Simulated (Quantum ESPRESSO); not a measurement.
## GeAl2O2PN (convergence and cost over cutoff and k mesh)

Computed values, not a measurement. The program is pw.x of Quantum ESPRESSO 7.5 (plane-wave density functional theory). The cell is made up: 7 atoms on a wurtzite lattice with one site empty, with randomly drawn elements, strain and displacements, not relaxed. PseudoDojo standard norm-conserving files (v0.5 for PBE, v0.4.1 for LDA and PBEsol) set the functional; there is no spin polarisation, spin-orbit coupling or dispersion term, and the masses in the input are unused placeholders.

Input of the run in row 4:

```
&control calculation='scf', pseudo_dir='./dojo.nc.sr.pbe.v0_5.standard.upf', outdir='./o', disk_io='medium', tprnfor=.true., tstress=.true. /
&system ibrav=0, nat=7, ntyp=5, nbnd=27, ecutwfc=84.00895049, nosym=.true., tot_charge=0,
 occupations='smearing', smearing='fd', degauss=0.0018374661
/
&electrons conv_thr=7.350e-09, electron_maxstep=60, /
ATOMIC_SPECIES
Al 1.0 Al.upf
Ge 1.0 Ge.upf
N 1.0 N.upf
O 1.0 O.upf
P 1.0 P.upf
CELL_PARAMETERS angstrom
3.2384 0.0047 0.0063
0.0082 5.6174 0.0644
0.0103 0.0607 5.4778
ATOMIC_POSITIONS angstrom
Ge 1.7369 2.7337 0.0774
Al 1.5787 0.9197 2.787
Al 0.071 3.89 2.6783
O -0.0227 -0.0989 2.0758
P 1.6396 2.7904 2.003
O 1.5888 0.8774 4.8677
N 0.0708 3.874 4.8938
K_POINTS automatic
5 4 4 1 1 1
```

The same cell was run at these settings. Meshes are shifted by half a step, and differences are from the last row, which is itself not exact.

| cutoff (eV) | k mesh | k points solved | threshold (eV) | free energy less the last row's (eV) | pressure (GPa) | largest stress difference (GPa) | largest force difference (eV/Å) | iterations | wall time (s) | k-point pools | processor |
| --- | --- | --- | --- | --- | --- | --- | --- | --- | --- | --- | --- |
| 800 | 2 x 2 x 2 | 4 | 1e-04 | 0.129 | -5.38 | 21.51 | 0.266 | 10 | 16 | 1 | AMD EPYC, Zen 5 class |
| 1143 | 2 x 2 x 2 | 4 | 1e-07 | -0.887 | 9.99 | 6.25 | 0.264 | 14 | 52 | 1 | AMD EPYC, Zen 5 class |
| 841 | 5 x 4 x 4 | 40 | 1e-07 | 0.465 | 3.19 | 8.37 | 0.013 | 12 | 166 | 1 | AMD EPYC, Zen 5 class |
| 1143 | 5 x 4 x 4 | 40 | 1e-07 | -0.015 | 11.30 | 0.22 | 0.012 | 12 | 228 | 1 | AMD EPYC, Zen 5 class |
| 1437 | 7 x 6 x 6 | 126 | 1e-07 | 0.000 | 11.35 | 0.00 | 0.000 | 12 | 1162 | 1 | AMD EPYC, Zen 5 class |

Each pool is one process. Wall times include start-up and a band step at six k points, which weighs most on the coarsest meshes. The runs were on shared virtual cores whose load varied, so times are rough.